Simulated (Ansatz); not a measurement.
An element in the diamond structure gives these cold pressures by all-electron LAPW under PBEsol (Ansatz 0.2.0, scalar-relativistic, no spin polarisation).

```
V (Å³/atom)  P (GPa)
      22.86     0.00
      21.49     4.82
      20.11    11.67
      18.29     25.4
      16.46     47.4
      14.63     83.4
      12.57    154.5
      10.29    314.4
```

Which element is it?

Ge. Its zero-pressure volume in this structure is near 22.9 Å³/atom; the volume and the steepness of P(V) together point to it, though neighbours can come close. Other candidates weren't computed, and some may come near.
